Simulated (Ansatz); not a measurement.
# BaTiO3 with a Ba vacancy: do the settings matter for the field gradients?

Cell: a supercell of BaTiO3 (cubic perovskite type, Pm-3m) built from a refined structure from the COD, with all atoms left at the host's positions.

```yaml
crystal:
  lattice:
    - [-4.00600, 4.00600, 4.00600]
    - [4.00600, -4.00600, 4.00600]
    - [4.00600, 4.00600, -4.00600]
  atoms:
    - { symbol: Ba, position: [0.00000, 0.00000, 0.50000] }
    - { symbol: Ba, position: [0.00000, 0.50000, 0.00000] }
    - { symbol: Ba, position: [0.50000, 0.00000, 0.00000] }
    - { symbol: Ti, position: [0.00000, 0.00000, 0.00000] }
    - { symbol: Ti, position: [0.50000, 0.50000, 0.00000] }
    - { symbol: Ti, position: [0.50000, 0.00000, 0.50000] }
    - { symbol: Ti, position: [0.00000, 0.50000, 0.50000] }
    - { symbol: O, position: [0.00000, 0.25000, 0.25000] }
    - { symbol: O, position: [0.50000, 0.75000, 0.25000] }
    - { symbol: O, position: [0.50000, 0.25000, 0.75000] }
    - { symbol: O, position: [0.00000, 0.75000, 0.75000] }
    - { symbol: O, position: [0.25000, 0.00000, 0.25000] }
    - { symbol: O, position: [0.75000, 0.50000, 0.25000] }
    - { symbol: O, position: [0.75000, 0.00000, 0.75000] }
    - { symbol: O, position: [0.25000, 0.50000, 0.75000] }
    - { symbol: O, position: [0.25000, 0.25000, 0.00000] }
    - { symbol: O, position: [0.75000, 0.75000, 0.00000] }
    - { symbol: O, position: [0.75000, 0.25000, 0.50000] }
    - { symbol: O, position: [0.25000, 0.75000, 0.50000] }
```

Atom numbers follow the list; atoms alike are taken as one site, whose name carries the number of the first.

Reference run. All values are calculated (Ansatz; DFT, PBE, plane waves and PAW, scalar-relativistic, collinear spin, 420 eV cutoff, Γ-centred 3×3×3 k-points, Fermi–Dirac smearing 0.01 eV, cell charge -1), not measured. Start moments as typed (μB): 0 0 0 0 0 0 0 0.5 0.5 0.5 0 0.5 0.5 0 0.5 0.5 0 0.5 0.5 by atom.

**Question.** The input is changed as follows: `accuracy`: not typed → high; `hamiltonian.xc`: pbe → rpbe. What happens to V_zz (10²¹ V/m²) and η?

**Answer.** 

```tsv
site	atom	V_zz reference	η reference	V_zz changed	η changed
Ba	1	-2.38	0.00	-2.42	0.00
Ti	4	-0.085	0.00	-0.077	0.00
O	8	1.65	0.08	1.81	0.04
```

The largest change of V_zz is on O, from 1.65 to 1.81. In per cent, |V_zz| changes by +2 on Ba (all sites that start above 2). SCF iterations: 17 and 21.

On the reference run: The defect repeats with the cell of 19 atoms, so it feels its images: sites between two images don't show the values beside a lone defect, and zeros or small values of η there can come from the images' arrangement. O carries a gradient in the pure host already, so the values there aren't the defect's effect alone. This high-symmetry form of BaTiO3 is unstable when cold, to polar off-centring of Ti. The symmetry of the cell holds that distortion back, wholly or in part, and it would change the field gradients, the more the larger the distortion. A uniform background compensates the cell's charge. The defect cell has no gap above 0.1 eV on its mesh, so the values can hang on the smearing and the k-mesh. Without spin–orbit coupling (the program notes it for Ba) the gradients can shift somewhat, as the gap is small. The cell keeps the host's lattice, where the PBE pressure is -6 GPa (in a charged cell this depends on the convention for the mean potential). The run lost most of its start moments on O; a state with other moments may lie lower. The neighbours have not yet relaxed around the defect (largest force 0.47 eV/Å), so a real crystal will differ.
